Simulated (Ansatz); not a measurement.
## Electric field gradients in MgMnV₄O₁₂

The cell is a computed structure from the Materials Project (it need not be an observed phase), ions relaxed with PBE at fixed cell.

```yaml
crystal:
  lattice:
    - [6.09757, 0.00000, 0.00000]
    - [2.11533, 6.54986, 0.00000]
    - [2.00237, 0.54998, 6.73034]
  atoms:
    - { symbol: Mg, position: [0.88821, 0.87195, 0.00736] }
    - { symbol: Mn, position: [0.28434, 0.92416, 0.09775] }
    - { symbol: V, position: [0.75697, 0.59673, 0.78631] }
    - { symbol: V, position: [0.26371, 0.77371, 0.61391] }
    - { symbol: V, position: [0.74670, 0.21286, 0.37758] }
    - { symbol: V, position: [0.22623, 0.39605, 0.21481] }
    - { symbol: O, position: [0.63379, 0.77667, 0.96816] }
    - { symbol: O, position: [0.79861, 0.37326, 0.89935] }
    - { symbol: O, position: [0.15977, 0.94047, 0.79206] }
    - { symbol: O, position: [0.54653, 0.62138, 0.64515] }
    - { symbol: O, position: [0.70601, 0.08672, 0.59087] }
    - { symbol: O, position: [0.04419, 0.63740, 0.66041] }
    - { symbol: O, position: [0.95319, 0.35832, 0.36846] }
    - { symbol: O, position: [0.30655, 0.88853, 0.38389] }
    - { symbol: O, position: [0.45722, 0.35822, 0.33691] }
    - { symbol: O, position: [0.90102, 0.03797, 0.20108] }
    - { symbol: O, position: [0.16084, 0.64174, 0.10330] }
    - { symbol: O, position: [0.31715, 0.21694, 0.05456] }
```

Sites (sets of like atoms) are named by element and the number of their first atom in this list.

Level of theory: DFT, PBE+U (U = 2.9 eV on Mn d), plane waves and PAW, scalar-relativistic, collinear spin, 420 eV cutoff, Γ-centred 4×3×3 k-points, Fermi–Dirac smearing 0.02 eV (Ansatz 0.2.0). Start moments as typed (μB): 5 on each Mn, none on the rest.

C_Q = eQV_zz/h, which is 24.18 MHz for Q = 1 b and V_zz = 10²¹ V/m²; η = (V_xx − V_yy)/V_zz.

Mg-25: I = 5/2, Q = 199.4 mb; 55Mn: I = 5/2, Q = 330.0 mb; V-51: I = 7/2, Q = -52.00 mb; ¹⁷O: I = 5/2, Q = -25.58 mb. Nuclear quadrupole moments: year-2017 set (Pyykkö).

```csv
site,atoms (order as listed),first shell,V_zz (10²¹ V/m²),η,C_Q (MHz)
Mg,1,4 O at 1.95–2.10 Å; also 2 O at 2.91–3.32 Å,-2.70,0.60,-13.0
Mn,2,6 O at 2.03–2.45 Å,1.72,0.94,13.7
V3,3,4 O at 1.59–1.81 Å,4.57,0.75,-5.74
V4,4,4 O at 1.67–1.79 Å,-4.57,0.60,5.74
V5,5,4 O at 1.60–1.82 Å,-4.10,0.93,5.15
V6,6,4 O at 1.67–1.78 Å,3.59,0.93,-4.51
O7,7,"1 V at 1.77 Å, 1 Mg at 1.96 Å, 1 Mn at 2.07 Å",-5.88,0.40,3.64
O8,8,1 V at 1.59 Å; also 1 Mg at 3.32 Å,-1.10,0.66,0.681
O9,9,"1 V at 1.69 Å, 1 Mg at 2.02 Å, angle 111°; also 1 Mn at 2.45 Å",-3.66,0.34,2.26
O10,10,"2 V at 1.78–1.79 Å, angle 142°",4.04,0.39,-2.50
O11,11,1 V at 1.60 Å,-1.39,0.87,0.862
O12,12,"2 V at 1.79–1.81 Å, angle 152°; also 1 Mg at 2.91 Å",4.22,0.67,-2.61
O13,13,"2 V at 1.78–1.82 Å, angle 139°",4.02,0.20,-2.49
O14,14,"1 V at 1.67 Å, 1 Mn at 2.03 Å, angle 152°",2.91,0.97,-1.80
O15,15,"2 V at 1.78–1.82 Å, angle 150°",4.25,0.45,-2.63
O16,16,"1 V at 1.73 Å, 1 Mg at 1.95 Å, 1 Mn at 2.17 Å",-5.89,0.39,3.64
O17,17,"1 V at 1.72 Å, 1 Mg at 2.10 Å; also 1 Mn at 2.28 Å",-3.61,0.72,2.23
O18,18,"1 V at 1.67 Å, 1 Mn at 2.05 Å, angle 130°",-2.68,0.96,1.66
```

At O10, O12, O13 and O15 V_zz runs parallel to the line that joins its two neighbours (within 5°) in each case. At O7 and O16 V_zz stands upright on the plane through its three neighbours (within 9°) in each case.

The largest force is 0.7 eV/Å, so the atoms aren't at the calculated equilibrium and relaxing them would move these values. All moments are parallel here, as the start or the cell imposes; many such compounds order antiparallel, where fields and spin densities carried over to other atoms largely cancel. The magnetic order is the one that the run reached from its start moments, not necessarily the measured one. Where η is near 1 the sign of V_zz means little.
